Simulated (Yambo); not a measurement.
Yambo run on Rb₂LiScCl₆ (space group Fm-3m, No. 225). The wavefunctions come from this Quantum ESPRESSO step (PBEsol, PseudoDojo standard norm-conserving files, scalar-relativistic):

```
&CONTROL
  calculation = 'nscf'
  pseudo_dir = './pseudo'
  outdir = './out'
/
&SYSTEM
  ibrav = 0
  nat = 10
  ntyp = 4
  ecutwfc = 78.0
  ecutrho = 312.0
  occupations = 'fixed'
  force_symmorphic = .true.
  nbnd = 378
/
&ELECTRONS
  conv_thr = 1e-08
  diago_full_acc = .true.
  diago_thr_init = 1e-08
/
ATOMIC_SPECIES
Li 6.9400 Li.upf
Cl 35.4500 Cl.upf
Sc 44.9559 Sc.upf
Rb 85.4678 Rb.upf
CELL_PARAMETERS angstrom
  0.000000000000   5.116180000000   5.116180000000
  5.116180000000   0.000000000000   5.116180000000
  5.116180000000   5.116180000000   0.000000000000
ATOMIC_POSITIONS crystal
Li   0.500000000000   0.500000000000   0.500000000000
Cl   0.755360000000   0.244640000000   0.244640000000
Cl   0.244640000000   0.755360000000   0.755360000000
Cl   0.244640000000   0.755360000000   0.244640000000
Cl   0.755360000000   0.244640000000   0.755360000000
Cl   0.244640000000   0.244640000000   0.755360000000
Cl   0.755360000000   0.755360000000   0.244640000000
Sc   0.000000000000   0.000000000000   0.000000000000
Rb   0.750000000000   0.750000000000   0.750000000000
Rb   0.250000000000   0.250000000000   0.250000000000
K_POINTS automatic
2 2 2 0 0 0
```

Yambo input:

```
rim_cut
gw0
dyson
el_el_corr
HF_and_locXC
ppa
em1d
RandQpts= 1000000
RandGvec= 1 Ry
EXXRLvcs= 78 Ry
VXCRLvcs= 312 Ry
Chimod= "HARTREE"
% BndsRnXp
 3 | 377 |
%
NGsBlkXp= 7 Ry
% LongDrXp
 1.0 | 1.0 | 1.0 |
%
PPAPntXp= 27.2114 eV
% GbndRnge
 1 | 377 |
%
GTermKind= "BG"
DysSolver= "n"
ExtendOut
% QPkrange
 1 | 1 | 37 | 38 |
 2 | 2 | 37 | 38 |
 3 | 3 | 37 | 38 |
%
```

k points by index: 1 = Γ, 2 = L, 3 = X.

The o-*.qp file then holds:

```
#    K-point    Band    Eo [eV]    E [eV]    E-Eo [eV]    Vxc [eV]    Vnlxc [eV]    Sc|Eo [eV]    Sc|E [eV]    dSc/dw|Eo [eV]    Re(Z)    Im(Z)
#
    1    37    0.000000    -1.676331    -1.676331    -14.43563    -18.84201    2.318127    2.730048    -6.686093    0.802753    -0.001344
    1    38    3.721548    5.562772    1.841223    -16.32414    -8.883540    -5.099239    -5.599374    -7.390527    0.786409    -0.001817
    2    37    -0.290378    -2.000963    -1.710585    -14.12873    -18.62036    2.359544    2.781048    -6.704616    0.802315    -0.001372
    2    38    3.803199    5.652578    1.849379    -16.48252    -8.974346    -5.150815    -5.658791    -7.473249    0.784533    -0.001862
    3    37    -0.018464    -1.690843    -1.672379    -14.39807    -18.79613    2.315242    2.725685    -6.677840    0.802949    -0.001343
    3    38    3.736789    5.607305    1.870515    -16.46446    -8.901178    -5.179899    -5.692762    -7.459904    0.784835    -0.001847
```
(The two width columns are left out.) Convergence of these settings isn't established.

Geometry of the Materials Project entry, not relaxed at this level.

The structure is a Materials Project entry; no match was found in the copy of COD used, and its stability was not checked.
